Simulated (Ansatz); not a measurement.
**Run record: phonons of SbPt (P6_3/mmc)**

Level of theory: PBEsol, all-electron LAPW in Ansatz 0.2.0, scalar-relativistic.

The cell is the relaxed one with its volume scaled by 0.98.

Command:

```sh
ansatz run input.yaml --threads 1 --pin off --max-ram 3072MiB --backend cpu --events-out ev --progress --plain --runs-dir out
```

Input:

```yaml
crystal:
  lattice:
    - [4.14144439637, 0.0, 0.0]
    - [-2.07072219819, 3.58659605562, 0.0]
    - [0.0, 0.0, 5.44214332049]
  atoms:
    - { symbol: Sb, position: [0.333333333333, 0.666666666667, 0.25] }
    - { symbol: Sb, position: [0.666666666667, 0.333333333333, 0.75] }
    - { symbol: Pt, position: [0.0, 0.0, 0.0] }
    - { symbol: Pt, position: [0.0, 0.0, 0.5] }
kpoints:
  mp_grid: { grid: [8, 8, 6] }
scf:
  occupations: { method: fermi_dirac, width: 0.1 }
hamiltonian:
  xc: pbesol
  pseudopotentials: { kind: all_electron, lapw: { basis_error: 0.001 } }
phonons:
  supercell: [1, 1, 1]
```

The program printed:

```
Warning: RAYON_NUM_THREADS=1 ignored (pool sized by the plan → 1); use --threads N
LAPW: plane waves up to 8.928 Å⁻¹, error target 1.0e-3 eV per atom; small_component_spin mean_spin; Sb in spheres of 1.320 Å, 23 of its electrons in bands, Dirac shells []; Pt in spheres of 1.320 Å, 42 of its electrons in bands, ...
Engine: ansatz 0.2.0, x86_64-unknown-linux-gnu
Pseudopotentials: kind: all_electron
Pseudopotential: Sb, LAPW, valence charge 23, lapw/all_electron/scalar/gaussian/Sb, Koelling and Harmon's equation, gaussian nucleus
Pseudopotential: Pt, LAPW, valence charge 42, lapw/all_electron/scalar/gaussian/Pt, Koelling and Harmon's equation, gaussian nucleus
Functional definition: PBEsol
  exchange = pbesol_x
  correlation = pbesol_c
Crystal: 4 atoms, lattice volume = 80.836 Å³
Basis set: ecut = 303.6603212135736 eV, 981 PW (Γ), exchange–correlation at level 2
Bands: 78, of which v1, the nominal top of the filled ones, is band 65 counted from 1 (64 counted from 0)
Symmetry: 24 space group operations
k-points: 40 of 384
Non-local potential: Sb, projectors of the file, none
Non-local potential: Pt, projectors of the file, none
Initial density: superposition of atomic densities (chi_scale 0.1, normalization cell, long waves kept (reshape's long-wave potential 0.00 eV rms))
Initial wavefunctions: plane waves of lowest kinetic energy (no species holds an atomic orbital)
Functional: x = pbesol(κ = 0.804, μ = 0.12345679012345678), c = pbesol(β = 0.046)
iter 1 solved again at ethr=3.10e-4 eV; its pass at ethr=1.00e-1 eV (dr2=4.03e-1 eV) is discarded
SCF iter   1: F=—  HF=-1354222.166414 eV  |F-HF|=—  |Δ(HF+E_count)|=         —  Δρ=2.77e-2  dr2=4.04e-1  ethr=3.10e-4  ⟨swp⟩=2.6  Hψ=19819  notcnv=0
preconditioner: auto → LDOS  [metal: Δε(μ)=0.034 eV  Ē_g=21.213 eV  σ=0.100 eV  W_gap=0.09  n_scr=34 (ndim 8)  ℏωp=29.2 eV  f_vac=0.069  D(μ)=1.71/eV (n_scr^D=8)  β→1.0]
SCF iter   2: F=—  HF=-1354221.902601 eV  |F-HF|=—  |Δ(HF+E_count)|=   2.64e-1  Δρ=8.30e-3  dr2=8.49e-2  ethr=3.10e-4  ⟨swp⟩=2.5  Hψ=9402  notcnv=0
iter 3 solved again at ethr=3.09e-6 eV; its pass at ethr=6.53e-5 eV (dr2=4.01e-3 eV) is discarded
SCF iter   3: F=—  HF=-1354221.605866 eV  |F-HF|=—  |Δ(HF+E_count)|=   2.97e-1  Δρ=2.83e-3  dr2=4.01e-3  ethr=3.09e-6  ⟨swp⟩=2.0  Hψ=15521  notcnv=0
SCF iter   4: F=—  HF=-1354221.585196 eV  |F-HF|=—  |Δ(HF+E_count)|=         —  Δρ=9.47e-4  dr2=3.99e-4  ethr=3.09e-6  ⟨swp⟩=2.0  Hψ=8870  notcnv=0
the basis was enlarged: its passes take 478.8 KiB over the memory plan, 1 of 1 planned eigensolver slots
SCF iter   5: F=—  HF=-1354221.584937 eV  |F-HF|=—  |Δ(HF+E_count)|=   2.60e-4  Δρ=1.98e-4  dr2=1.70e-5  ethr=3.07e-7  ⟨swp⟩=2.0  Hψ=8870  notcnv=0
SCF iter   6: F=—  HF=-1354221.584945 eV  |F-HF|=—  |Δ(HF+E_count)|=   8.27e-6  Δρ=3.98e-5  dr2=7.39e-7  ethr=1.31e-8  ⟨swp⟩=2.0  Hψ=8870  notcnv=0
SCF iter   7: F=—  HF=-1354221.584944 eV  |F-HF|=—  |Δ(HF+E_count)|=   4.08e-7  Δρ=6.94e-6  dr2=2.02e-8  ethr=5.68e-10  ⟨swp⟩=3.0  Hψ=9031  notcnv=0
SCF iter   8: F=-1354221.584944 eV  HF=-1354221.584944 eV  |F-HF|=6.98e-10  |Δ(HF+E_count)|=   1.86e-8  Δρ=1.45e-6  dr2=9.38e-10  ethr=1.55e-11  ⟨swp⟩=3.0  Hψ=9135  notcnv=0
[...]
SCF 1 converged in 8 iterations: F = -1354221.584944 eV  dr2 = 9.38e-10
[...]
SCF 2 converged in 6 iterations: F = -1354221.584544 eV  dr2 = 4.52e-10
k-points: 136 of 384 (time reversal used)
iter 1 solved again at ethr=1.16e-7 eV; its pass at ethr=1.00e-1 eV (dr2=1.51e-4 eV) is discarded
SCF iter   1: F=—  HF=-1354221.584605 eV  |F-HF|=—  |Δ(HF+E_count)|=         —  Δρ=3.30e-4  dr2=1.45e-4  ethr=1.16e-7  ⟨swp⟩=4.6  Hψ=85540  notcnv=0
preconditioner: auto → LDOS  [metal: Δε(μ)=0.062 eV  Ē_g=21.476 eV  σ=0.100 eV  W_gap=0.15  n_scr=34 (ndim 8)  ℏωp=29.2 eV  f_vac=0.084  D(μ)=1.74/eV (n_scr^D=8)  β→1.0]
SCF iter   2: F=—  HF=-1354221.584603 eV  |F-HF|=—  |Δ(HF+E_count)|=   2.09e-6  Δρ=2.42e-4  dr2=1.02e-4  ethr=1.11e-7  ⟨swp⟩=3.0  Hψ=32244  notcnv=0
iter 3 solved again at ethr=1.00e-9 eV; its pass at ethr=7.87e-8 eV (dr2=1.31e-6 eV) is discarded
SCF iter   3: F=—  HF=-1354221.584560 eV  |F-HF|=—  |Δ(HF+E_count)|=   4.35e-5  Δρ=3.17e-5  dr2=1.31e-6  ethr=1.00e-9  ⟨swp⟩=2.0  Hψ=52105  notcnv=0
SCF iter   4: F=—  HF=-1354221.584559 eV  |F-HF|=—  |Δ(HF+E_count)|=   5.56e-7  Δρ=6.39e-6  dr2=2.19e-8  ethr=1.00e-9  ⟨swp⟩=2.0  Hψ=30181  notcnv=0
SCF iter   5: F=—  HF=-1354221.584559 eV  |F-HF|=—  |Δ(HF+E_count)|=   5.36e-9  Δρ=1.67e-6  dr2=1.83e-9  ethr=1.69e-11  ⟨swp⟩=3.0  Hψ=30660  notcnv=0
SCF iter   6: F=-1354221.584559 eV  HF=-1354221.584559 eV  |F-HF|=1.63e-9  |Δ(HF+E_count)|=  4.66e-10  Δρ=4.39e-7  dr2=7.25e-11  ethr=1.40e-11 (applied; sched 1.40e-12)  ⟨swp⟩=2.0  Hψ=30177  notcnv=0
SCF 3 converged in 6 iterations: F = -1354221.584559 eV  dr2 = 7.25e-11
Symmetry: 6 space group operations
k-points: 50 of 384 (time reversal used)
iter 1 solved again at ethr=3.96e-8 eV; its pass at ethr=1.00e-1 eV (dr2=5.15e-5 eV) is discarded
SCF iter   1: F=—  HF=-1354221.584635 eV  |F-HF|=—  |Δ(HF+E_count)|=         —  Δρ=2.21e-4  dr2=4.46e-5  ethr=3.96e-8  ⟨swp⟩=5.0  Hψ=32296  notcnv=0
SCF iter   2: F=—  HF=-1354221.584631 eV  |F-HF|=—  |Δ(HF+E_count)|=   3.76e-6  Δρ=1.11e-4  dr2=1.73e-5  ethr=3.43e-8  ⟨swp⟩=3.0  Hψ=11664  notcnv=0
iter 3 solved again at ethr=4.51e-10 eV; its pass at ethr=1.33e-8 eV (dr2=5.87e-7 eV) is discarded
SCF iter   3: F=—  HF=-1354221.584620 eV  |F-HF|=—  |Δ(HF+E_count)|=   1.14e-5  Δρ=2.34e-5  dr2=5.80e-7  ethr=4.51e-10  ⟨swp⟩=2.0  Hψ=19193  notcnv=0
SCF iter   4: F=—  HF=-1354221.584619 eV  |F-HF|=—  |Δ(HF+E_count)|=   4.50e-7  Δρ=5.66e-6  dr2=1.82e-8  ethr=4.46e-10  ⟨swp⟩=2.2  Hψ=11098  notcnv=0
SCF iter   5: F=—  HF=-1354221.584619 eV  |F-HF|=—  |Δ(HF+E_count)|=   6.75e-9  Δρ=1.85e-6  dr2=1.89e-9  ethr=1.41e-11 (applied; sched 1.40e-11)  ⟨swp⟩=2.1  Hψ=11092  notcnv=0
SCF iter   6: F=-1354221.584619 eV  HF=-1354221.584619 eV  |F-HF|=4.66e-10  |Δ(HF+E_count)|=  6.98e-10  Δρ=5.48e-7  dr2=1.36e-10  ethr=1.40e-11 (applied; sched 1.45e-12)  ⟨swp⟩=2.0  Hψ=11089  notcnv=0
SCF 4 converged in 6 iterations: F = -1354221.584619 eV  dr2 = 1.36e-10
SCF converged after 8 iterations
Free energy (F): -1354221.584944 eV
Harris-Foulkes:  -1354221.584944 eV  (|F-HF|=6.98e-10)
Internal energy: -1354221.527473 eV  (E = F + TS)
E sigma→0 (E₀):  -1354221.556209 eV
Entropy (-TS):   -0.057471 eV (-14.368 meV/atom)
Fermi energy:    20.701169 eV
--- Per-component energies (eV) ---
  E_band       = -8776.136122
  E_kinetic    = 1508913.822298
  E_xc         = -28244.128875
  E_electrostatic = -2834891.220897  (all electrons and nuclei)
  E_smearing   = -0.057471  (= −TS)
  E_closure    = 0.000000  (closes the sum)
  Σ components = -1354221.584944   (vs F -1354221.584944, Δ=0.00e0)
  Basis errors (estimates in eV, not in F): energy 3.2e-4 per atom: plane waves 2.7e-4 (1.5e-4 summed), levels above the bands 1.4e-49, relativity 4.4e-8, radial functions 4.4e-5, core shells 4.8e-7; eigenvalues (radial functions ...
--- Forces (eV/Å), atoms counted from 1 ---
  atom   1  Sb    -0.00000000     0.00000000     0.00000000
  atom   2  Sb     0.00000000    -0.00000000    -0.00000000
  atom   3  Pt     0.00000000    -0.00000000     0.00000000
  atom   4  Pt     0.00000000    -0.00000000    -0.00000000
  max |Σ_I F_I| component: 1.16e-18 eV/Å
--- Phonons: 3 displaced members + reference (amplitude 0.01 Å, Σ member SCF iterations 18) ---
  symmetry images taken by strict's conditions (phonons.symmetry_images: auto; settled by no image being taken that strict refuses)
  ASR residual: 1.383e-3 → 0.000e0 eV/Å²; symmetrization residual: 6.702e-4 eV/Å²
  largest component of a force at the reference: 1.1e-17 eV/Å
  ASR residual per site (eV/Å²): 1.13e-3 1.13e-3 1.38e-3 1.38e-3
  Γ frequencies (cm⁻¹): 0.00 0.00 0.00 56.48 56.48 111.24 139.81 139.81 146.44 155.42 155.42 193.07
  density of states and harmonic sums: on the 17×17×12 q-mesh, interpolated from the force constants of a 1×1×1 supercell (no non-analytic term)
  largest difference from the sums on the solved wave vectors: F 6.11e-1 eV, S 8.69e-4 and C_V 2.58e-4 eV/K
```

The calculation finished and met its thresholds.

**Zone-centre phonons**

Harmonic phonons of a crystal by Kohn-Sham DFT at the given cell, standard atomic masses, acoustic sum rule imposed; negative wavenumbers are unstable modes; optical zone-centre levels upwards with Mulliken labels, activity, and the element with most of the kinetic energy.

* Point group: 6/mmm

| number | phonon wavenumber (cm⁻¹) | label | infrared | raman | lead element |
| --- | --- | --- | --- | --- | --- |
| 1 | 56.5 | E2u | no | no | Pt |
| 2 | 111.2 | A2u | yes | no | Sb |
| 3 | 139.8 | E2g | no | yes | Sb |
| 4 | 146.4 | B1g | no | no | Sb |
| 5 | 155.4 | E1u | yes | no | Sb |
| 6 | 193.1 | B2u | no | no | Pt |

Limits of these numbers: responses of metals move with mesh and smearing; no spin-orbit coupling on heavy atoms; cell scaled away from its relaxed volume; zone-boundary modes aren't tested; activity by symmetry alone, a metal screens infrared modes.

Time and hardware: 4 min on 1 thread of AMD EPYC 9R45 96-Core Processor (Zen 5), on a shared host, peak memory 1.5 GiB.
